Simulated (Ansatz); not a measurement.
**ZnO, first-principles data**

ZnO:
Space group Pm-3n (No. 223); a = b = c = 5.5800 Å, α = β = γ = 90.00°

```json
[
 {"atom": "Zn", "site": "6c", "symmetry": "-4m.2", "x": "0.0000", "y": "0.5000", "z": "0.2500"},
 {"atom": "O", "site": "6d", "symmetry": "-4m.2", "x": "0.0000", "y": "0.2500", "z": "0.5000"}
]
```

Space group Pm-3n (No. 223); conventional cell a = b = c = 5.5800 Å, α = β = γ = 90.00°.

Method: plane-wave PAW r²SCAN (Ansatz code). Geometry: relaxed at this level of theory. Other levels are named where they apply.

**Cell and energy**

```yaml
volume_per_atom: 14.48 Å³
density: 4.67 g/cm³
Formation energy from the elements (no fitted shifts): -1.51 eV/atom
```

**Electronic structure**

```yaml
band_gap: 1.38 eV (direct)
valence_band_maximum: at Γ
conduction_band_minimum: at Γ
electron_effective_mass: 0.25 mₑ (isotropic)
Hole effective mass, band 1 of 3 at the edge: 4.2 along [100], 4.2 along [110], 1.6 along [111] (mₑ)
Hole effective mass, band 2 of 3 at the edge: 4.2 along [100], 1.2 along [110], 1.6 along [111] (mₑ)
Hole effective mass, band 3 of 3 at the edge: 0.25 along [100], 0.29 along [110], 0.31 along [111] (mₑ)
HSE06 gap on the r²SCAN cell: 2.70 eV
```

**Mechanics**

```yaml
Bulk modulus (Birch–Murnaghan fit): 120 GPa
Pressure derivative B′: 4.4
Elastic constants (relaxed ions, GPa): C11 = 188, C12 = 86.3, C44 = 17.1
mechanical_stability: stable (all eigenvalues of C positive)
hill_bulk_and_shear_moduli: 120 and 26.9 GPa
Young's modulus: 75.1 GPa
Poisson's ratio: 0.40
debye_temperature_from_the_elastic_constants: 332 K
```

**Charges**

```yaml
bader_charges: Zn +1.29, O -1.29 e
```

The start of the workflow was typed in or built on a structure type; neither database checked (COD, Materials Project) lists it. It is not the phase usual at ambient conditions (space group No. 186). Symmetry was held in the r²SCAN relaxation; its stability against distortions is not shown here. The references are the lowest solids computed at this level, not always the standard phases (solids in place of the gases).

Potentials: the later of the program's two PAW sets.
